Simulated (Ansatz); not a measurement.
Nb3Te4 (space group P6_3/m)

```
Nb3Te4
1.0
   10.66338     0.00000     0.00000
   -5.33169     9.23475     0.00000
    0.00000     0.00000     3.59287
Nb Te
6 8
Cartesian
  4.66283   0.95136   0.89822
  0.66886   8.28339   2.69465
  1.50751   4.51381   2.69465
  3.82418   4.72094   0.89822
  7.50806   3.56245   0.89822
 -2.17637   5.67231   2.69465
  5.33169   3.07825   2.69465
  0.00000   6.15650   0.89822
  2.16226   2.50345   0.89822
  3.16943   6.73130   2.69465
 -1.08692   3.12430   2.69465
  6.41861   6.11045   0.89822
  7.41419   0.62085   0.89822
 -2.08250   8.61391   2.69465
```

This relaxed cell (volume V₀) is scaled evenly in all directions, its shape held. The atoms relax within the cell's symmetry.

Calculation: PBEsol (plane waves to 420 eV, PAW, scalar-relativistic; Ansatz, a first-principles code). k mesh 4×4×10 (Γ-centred), Fermi-Dirac smearing 0.05 eV. Energies are smeared free energies. Nb3Te4 is run without spin polarisation. Nb3Te4 was relaxed with its symmetry unable to fall. Spin-orbit coupling is left out, though Te is heavy. ΔE is measured from the relaxed starting cell.

```
V (Å³/cell)  ΔE (eV/atom)
-----------  ------------
318.42                  ?
327.27                  ?
336.11                  ?
344.96              0.004
353.80              0.000
362.65              0.003
371.49              0.013
380.34              0.027
389.18              0.046
```

Fill in the missing entries.


- 318.42, ΔE (eV/atom): 0.067
- 327.27, ΔE (eV/atom): 0.036
- 336.11, ΔE (eV/atom): 0.015

(Under strain, the slope of the energy per volume gives the stress and its curvature an elastic modulus.)
